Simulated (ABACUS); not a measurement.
Worked estimates from a calculation on CdSe (F-43m, 2 atoms in the cell; from Materials Project mp-2691)

```yaml
crystal:
  lattice:
    - [0.00000, 3.07027, 3.07027]
    - [3.07027, 0.00000, 3.07027]
    - [3.07027, 3.07027, 0.00000]
  atoms:
    - { symbol: Cd, position: [0.00000, 0.00000, 0.00000] }
    - { symbol: Se, position: [0.75000, 0.75000, 0.75000] }
```

Method: PBE, PseudoDojo 0.5 standard norm-conserving PBE (tails mended) pseudopotentials (plane waves; ABACUS 3.10.1).

Main settings: KPT = Gamma 8 8 8 0 0 0; basis_type = pw; dft_functional = PBE; ecutwfc = 102 Ry; smearing_method = fd; smearing_sigma = 0.00146997 Ry; potentials = PseudoDojo 0.5 standard norm-conserving PBE (tails mended); symmetry = 1.

The structure comes from a collection of computed structures, made at another level of theory; the collection holds predicted forms beside known ones.

The cell holds 390.6 bohr³ and the plane-wave cutoff is 102.0 Ry.

**Question.** How many plane waves does a k-point need, and how does the count grow with the cutoff?

**Answer.** In Rydberg units |k + G|² ≤ E, a sphere of radius √102.0 = 10.100 bohr⁻¹. Each G takes (2π)³/V of reciprocal space, so N = V E^(3/2)/(6π²) = 390.6 × 1030.1/59.218 = 6795. The program's largest count at a k-point is 6855; single k-points scatter about the estimate. The count grows as E^(3/2): 20 % more cutoff means 31 % more plane waves.

The cell was also run at V = 57.305 Å³ (F = -8071.33281 eV, P = 1.81 GPa) and V = 58.463 Å³ (F = -8071.34238 eV, P = 0.79 GPa), scaled uniformly; the base has V = 57.884 Å³, P = 1.29 GPa and F₀ = -8071.33852 eV.

**Question.** Check the pressure against the energies, and estimate the bulk modulus and the volume of zero pressure.

**Answer.** P = −dF/dV ≈ −(-0.00957 eV)/(1.158 Å³) = 0.00826 eV/Å³; times 160.218 GPa per eV/Å³ this is 1.32 GPa, against 1.29 GPa from the stress tensor. B = −V dP/dV ≈ −57.884 × (-1.02 GPa)/(1.158 Å³) = 51 GPa at this volume. The curvature of the energies, B = V (F₊ + F₋ − 2F₀)/(ΔV/2)², gives 51 GPa. To first order the pressure vanishes at V0 ≈ V(1 + P/B) = 59.35 Å³, so all lengths change by about 0.84 %. Shape and fractional positions were held, which usually makes B too large where they are free.

“Tails mended”: in these copies of the files the far tail of each local potential was reset to the Coulomb form.
